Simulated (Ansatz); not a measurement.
Theory: Ansatz 0.2.0, DFT PBE, scalar-relativistic, plane waves, PAW. All cells share a 420 eV cutoff and Γ-centred k meshes spaced at most about 0.3 Å⁻¹ (about 0.25 or finer for metals, 2π included). Collinear spin in cells that started with moments and kept them past the coarse steps, no spin elsewhere.

Each of these unrelaxed guesses is relaxed in cell and atoms within its symmetry. A guess keeps its type if space group and coordination stay and the shape of the cell changes little (axis ratios within about 15 %, angles within 6°); the volume may change.

1. RuBrF2 (collinear spin from parallel moments)

```
Ru Br F
1.0
     3.32420    0.00000    0.00000
     0.00000    3.32420    0.00000
     0.00000    0.00000    4.53172
Ru Br F
1 1 2
Direct
  0.00000 0.00000 0.15355
  0.00000 0.00000 0.85101
  0.00000 0.00000 0.33118
  0.00000 0.00000 0.52021
```

2. Al5N

```
Al N
1.0
     3.05651    1.76467    2.63192
    -3.05651    1.76467    2.63192
     0.00000   -3.52935    2.63192
Al N
5 1
Cartesian
  -2.0528 1.1852 3.2976
  0.0000 -2.3704 3.2976
  2.0528 1.1852 3.2976
  0.0000 0.0000 7.2622
  0.0000 0.0000 2.9329
  0.0000 0.0000 5.4389
```

3. Sc2Ta3O

```
Sc Ta O
1.0
     3.38457    0.00000    0.00000
     0.00000    3.38457    0.00000
     0.00000    0.00000    7.51852
Sc Ta O
2 3 1
Direct
  0.50000 0.00000 0.73987
  0.00000 0.50000 0.26013
  0.50000 0.00000 0.38354
  0.00000 0.50000 0.61646
  0.00000 0.00000 0.00000
  0.50000 0.50000 0.00000
```

4. HfPdSe2

```
Hf Pd Se
1.0
     3.75375    0.00000    0.00000
     0.00000    3.75375    0.00000
     0.00000    0.00000    5.29962
Hf Pd Se
1 1 2
Cartesian
  0.0000 0.0000 0.0000
  1.8769 1.8769 2.6498
  0.0000 0.0000 2.6498
  1.8769 1.8769 0.0000
```

5. SnTe5

```
Sn Te
1.0
     0.00000    4.55276    4.55276
     4.55276    0.00000    4.55276
     4.55276    4.55276    0.00000
Sn Te
1 5
Direct
  0.00000 0.00000 0.00000
  0.75000 0.75000 0.75000
  0.37597 0.37597 0.87208
  0.37597 0.87208 0.37597
  0.37597 0.37597 0.37597
  0.87208 0.37597 0.37597
```

**Question.** Which keep their type?

**Answer.** Guesses 4 and 5 keep their type.

| guess | kept | start group | end group | V start (Å³/atom) | V end | b/a and c/a, end over start | nearest neighbours start | nearest neighbours end |
| --- | --- | --- | --- | --- | --- | --- | --- | --- |
| 1 | no | P4mm | P4mm | 12.5 | 17.7 | 1.00, 2.50 | Br 2, F 1/2, Ru 1 | Br 1, F 1, Ru 1 |
| 2 | no | R3m | R3m | 14.2 | 18.2 | 1.00, 1.82 | Al 1/4/7, N 1 | Al 1/6, N 4 |
| 3 | no | P-4m2 | P-4m2 | 14.4 | 18.3 | 1.00, 1.87 | O 8, Sc 9, Ta 5/8 | O 4, Sc 12, Ta 4/12 |
| 4 | yes | P4/mmm | P4/mmm | 18.7 | 19.9 | 1.00, 0.98 | Hf 6, Pd 6, Se 6 | Hf 6, Pd 6, Se 6 |
| 5 | yes | F-43m | F-43m | 31.5 | 30.6 | 1.00, 1.00 | Sn 16, Te 6/16 | Sn 16, Te 6/16 |

Neighbours count within 15 % of an atom's shortest distance; end groups are read at 0.02 Å (0.05 Å in metals).

No dispersion correction is applied, so the spacing and binding between layers, chains or molecules are poorly described (RuBrF2 P4mm). These runs have no spin–orbit coupling, which can matter for Hf, Ta and Te. A magnetic state wasn't ruled out in cells without spin, among them SnTe5 F-43m. Cells relaxed within their symmetry can be saddle points.

In counts of neighbours, a slash parts the counts of unlike sites.
